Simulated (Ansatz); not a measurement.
The elements of this relaxed trial crystal are hidden behind letters.

```
lattice vectors (Å)
   5.5620    0.0000    0.0000
  -2.7810    4.8169    0.0000
   0.0000    0.0000    6.1709
fractional positions
X 0.0000 0.0000 0.5000
Z 0.6667 0.3333 0.7379
Z 0.0000 0.0000 0.0000
Z 0.6667 0.3333 0.2621
Z 0.3333 0.6667 0.2621
Z 0.3333 0.6667 0.7379
```

These are results of DFT PBE, scalar-relativistic, plane waves, PAW (Ansatz 0.2.0), not measurements. Plane waves to 420 eV, a 12×12×6 mesh through Γ for the 6-atom cell and 0.10 eV Gaussian smearing; no spin polarisation.

| Quantity | Value |
| --- | --- |
| Space group | P6/mmm (No. 191) |
| Conventional cell | a = 5.562 Å, c = 6.171 Å |
| Volume per atom | 27.55 Å³ |
| Density | 7.87 g/cm³ |
| Formation energy | −0.06 eV/atom |
| Gap on the 12×12×6 mesh of the 6-atom cell | 0 eV (a metal) |

Energies are uncorrected and count from the elements' standard states at the same level.

**Question.** X is a lanthanide and Z is a p-block element of period 5. Which elements are they?

**Answer.** X = Lu, Z = Sb, so the formula is LuSb5. Density times volume gives a mean mass of 7.87 × 27.55/1.6605 = 130.6 u per atom, and this set has 130.6 u. Lu has 2 Sb at 3.09 Å and 12 Sb at 3.53 Å; Sb on a site of symmetry 3m is surrounded by 1 Sb at 2.94 Å, 4 Sb at 3.21–3.23 Å, 3 Lu at 3.53 Å and 3 Sb at 3.60 Å; Sb on a site of symmetry 6/mmm has 2 Lu at 3.09 Å and 12 Sb at 3.60 Å. Other sets within the hints have nearly the same mass, so mass alone doesn't settle it; this one was computed.

These runs have no spin–orbit coupling, which can matter for Sb. Symmetry constrained the relaxation, so the result can be a saddle point.
